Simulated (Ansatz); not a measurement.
BeTe (rock salt, Fm-3m), a = b = c = 5.3707 Å, α = β = γ = 90.00°; the cell used has 2 atoms.

Relaxed with r²SCAN.

Q: Tabulate the valence density and the electron localisation function along the shortest Be–Te contact (2.69 Å), plane-wave PAW r²SCAN (Ansatz code).

A: 

| distance from Be (Å) | density (e/Å³) | ELF |
|---|---|---|
| 0.27 | 0.09 | 0.00 |
| 0.40 | 0.12 | 0.02 |
| 0.54 | 0.16 | 0.13 |
| 0.67 | 0.18 | 0.38 |
| 0.81 | 0.20 | 0.60 |
| 0.94 | 0.22 | 0.70 |
| 1.07 | 0.24 | 0.74 |
| 1.21 | 0.28 | 0.77 |
| 1.34 | 0.34 | 0.78 |
| 1.48 | 0.43 | 0.73 |
| 1.61 | 0.55 | 0.64 |
| 1.75 | 0.73 | 0.53 |
| 1.88 | 1.23 | 0.41 |
| 2.01 | 2.57 | 0.27 |
| 2.15 | 5.24 | 0.14 |
| 2.28 | 9.28 | 0.05 |
| 2.42 | 13.91 | 0.02 |

The density is the valence pseudo-density with augmentation charge, so density and ELF within about 1 Å of a nucleus are not all-electron values.

The start of the workflow was typed in or built on a structure type; neither database checked (COD, Materials Project) lists it. COD files the formula under space group No. 216, so this cell is another polymorph or a model. Whether it is the stable phase at ambient conditions was not checked. The r²SCAN relaxation kept the symmetry of its start; whether a distortion lowers the energy is not shown. Spin–orbit coupling is left out wherever it is not named.

Potentials: the earlier of the program's two PAW sets.
